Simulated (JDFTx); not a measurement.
System: Au(111) (Fm-3m bulk; lattice of mp-81, not re-optimised at this level), 1x1 cell of 4 atoms in 4 planes, area 7.53 Å² a face, 7.2 Å between the outermost planes in a cell 23.2 Å high; k mesh 8×8×1, Fermi width 0.01 Ha, no spin polarisation.

The reference is PBE, GBRV ultrasoft potentials, plane waves to 20/100 Ha; code: JDFTx (a modified build). Unrelaxed; liquid: CANDLE, water, 1 M KF. The reference uses energyDiffThreshold 1e-8 (1e-7 at fixed potential) and fluid knormThreshold 1e-11; each other row changes one option in all its runs. SHE scale: U = −μ/e − 4.44 V, by convention.

Options: reference; energyDiffThreshold 1e-5; energyDiffThreshold 1e-6; energyDiffThreshold 1e-10; fluid knormThreshold 1e-9; fluid knormThreshold 1e-10; fluid knormThreshold 1e-12.

**Question.** Which options move the work function or U_pzc by more than 0.02 from the reference?

**Answer.** energyDiffThreshold 1e-5.

| option | F − F(reference), vacuum (meV/cell) | work function (eV) | U_pzc (V) |
|---|---|---|---|
| reference | 0.0 | 5.228 | 0.517 |
| energyDiffThreshold 1e-5 | 0.1 | 5.394 | 0.525 |
| energyDiffThreshold 1e-6 | 0.0 | 5.242 | 0.528 |
| energyDiffThreshold 1e-10 | 0.0 | 5.228 | 0.517 |
| fluid knormThreshold 1e-9 | 0.0 | 5.228 | 0.524 |
| fluid knormThreshold 1e-10 | 0.0 | 5.228 | 0.516 |
| fluid knormThreshold 1e-12 | 0.0 | 5.228 | 0.517 |

A dash marks a run that didn't converge or wasn't made; the third decimal is shown to expose solver noise and isn't converged.
